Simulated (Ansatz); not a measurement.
## BiTe under strain: Quadrupolar parameters

The cell is a COD entry, relaxed with PBE at fixed cell and then changed (z stretched by 1 %, ions relaxed).

```xyz
12
Lattice="4.4220 0.0000 0.0000 -2.2110 3.8296 0.0000 0.0000 0.0000 24.2905" Properties=species:S:1:pos:R:3 pbc="T T T"
Bi    0.0000    0.0000    3.0429
Bi    0.0000    0.0000   21.2476
Bi    0.0000    2.5530    7.0753
Bi    2.2110    1.2765   17.2152
Bi    2.2110    1.2765   11.2998
Bi    0.0000    2.5530   12.9907
Te    0.0000    2.5530    1.3258
Te    2.2110    1.2765   22.9647
Te    2.2110    1.2765    5.0713
Te    0.0000    2.5530   19.2192
Te    0.0000    0.0000    8.8118
Te    0.0000    0.0000   15.4787
```

Atoms are numbered from 1 in the order listed; like atoms form one site, named after its first atom.

Level of theory: DFT, PBE, plane waves and PAW, scalar-relativistic, 420 eV cutoff, Γ-centred 11×11×2 k-points, Fermi–Dirac smearing 0.05 eV (Ansatz 0.2.0).

V_zz is the principal component of the electric field gradient with the largest magnitude, η = (V_xx − V_yy)/V_zz and C_Q = eQV_zz/h.

²⁰⁹Bi: I = 9/2, Q = -516.0 mb. Q values from Pyykkö, Mol. Phys. 116, 1328 (2018).

| site | atoms (order as listed) | first shell | V_xx, V_yy, V_zz (10²¹ V/m²) | η | C_Q (MHz) |
| --- | --- | --- | --- | --- | --- |
| Bi1 | 1, 2 | 6 Te at 3.08–3.26 Å | -0.45, -0.45, 0.91 | 0.00 | -11.3 |
| Bi3 | 3, 4 | 6 Te at 3.09–3.25 Å | -1.41, -1.41, 2.81 | 0.00 | -35.1 |
| Bi5 | 5, 6 | 3 Bi at 3.06 Å, 3 Te at 3.56 Å | -3.08, -3.08, 6.16 | 0.00 | -76.9 |
| Te7 | 7, 8 | 3 Bi at 3.08 Å, 3 Te at 3.68 Å | 0.75, 0.75, -1.50 | 0.00 | – |
| Te9 | 9, 10 | 6 Bi at 3.25–3.26 Å | -4.27, -4.27, 8.54 | 0.00 | – |
| Te11 | 11, 12 | 6 Bi at 3.09–3.56 Å | -0.31, -0.31, 0.61 | 0.00 | – |

An axis of threefold or higher order runs through Bi1, Bi3, Bi5, Te7, Te9 and Te11, so V_zz lies along it and η is zero.

Te has no stable isotope with a ground-state quadrupole moment in the table, so no C_Q is given.

Spin–orbit coupling is left out, which shifts gradients on Bi by a few per cent in wide-gap crystals, and can shift them far more where the calculated gap is small or absent, as here. With a gap of 0.14 eV under a smearing of 0.05 eV the band edges are partly filled, so small gradients can hang on the smearing and the k-mesh.

The relaxation (3 steps) took 72 s of wall time (4.1 min of CPU time) and 2.1 GiB at its peak, on 4 threads of Intel Xeon Platinum 8259CL CPU @ 2.50GHz (Skylake/Cascade Lake) (x86_64; 16 cores open to the job, memory cap 8.0 GiB, no GPU), a shared host with a load of 0.5 a core.
